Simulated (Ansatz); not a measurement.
VSi in space group P6/mmm (No. 191; V on 3f, Si on 1a, Si on 2d) at seven volumes, plane-wave PAW PBE (Ansatz code), shape and atoms relaxed at each. One row is withheld.

```tsv
V (Å³/atom)	P (GPa)
14.220	17.04
14.689	10.46
15.158	4.82
15.626	0.00
16.095	-4.12
16.564	-7.64
17.033	?
```

### Question
Fit the shown pressures and predict the withheld one.

### Answer
P = (3/2)B₀(x^(7/2) − x^(5/2))[1 + (3/4)(B′ − 4)(x − 1)] with x = (V₀/V)^(2/3). Least squares on the six rows gives V₀ = 15.627 Å³/atom, B₀ = 148 GPa, B′ = 4.18. At V = 17.033, x = 0.9442 and P = -10.65 GPa. The run itself gave -10.65 GPa.

The cell is a constructed one: a structure type filled with these elements; neither database checked (COD, Materials Project) lists it. Whether it is the stable phase at ambient conditions was not checked. Symmetry was held in the PBE relaxation; its stability against distortions is not shown here. The workflow began spin-polarised and lost its moments.

Potentials: the later of the program's two PAW sets.
